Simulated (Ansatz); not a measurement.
GaP:
```
GaP
1.0
    0.00000     2.71924     2.71924
    2.71924     0.00000     2.71924
    2.71924     2.71924     0.00000
P Ga
1 1
Direct
  0.75000   0.75000   0.75000
  0.00000   0.00000   0.00000
```

x, y and z are the axes in which the lattice vectors are written.

### Question
Give the proper piezoelectric stress tensor with relaxed ions from PBEsol (plane waves, PAW; program Ansatz).

### Answer
In C/m², rows x, y, z, Voigt columns; mesh uncertainty up to 0.00.
```
0.00  0.00  0.00  0.12  0.00  0.00
0.00  0.00  0.00  0.00  0.12  0.00
0.00  0.00  0.00  0.00  0.00  0.12
```

The elastic tensor of the same run (GPa):

```tsv
	1	2	3	4	5	6
1	135	60.1	60.1	0.0	0.0	0.0
2	60.1	135	60.1	0.0	0.0	0.0
3	60.1	60.1	135	0.0	0.0	0.0
4	0.0	0.0	0.0	67.4	0.0	0.0
5	0.0	0.0	0.0	0.0	67.4	0.0
6	0.0	0.0	0.0	0.0	0.0	67.4
```

### Question
Convert to strain constants d = e·S.

### Answer
In pC/N:
```
0.0  0.0  0.0  1.9  0.0  0.0
0.0  0.0  0.0  0.0  1.9  0.0
0.0  0.0  0.0  0.0  0.0  1.9
```

Space group F-43m (zinc blende). The cell was relaxed with PBEsol under the symmetry of its start. Spin–orbit coupling is left out wherever it is not named.

Potentials: the later of the program's two PAW sets.
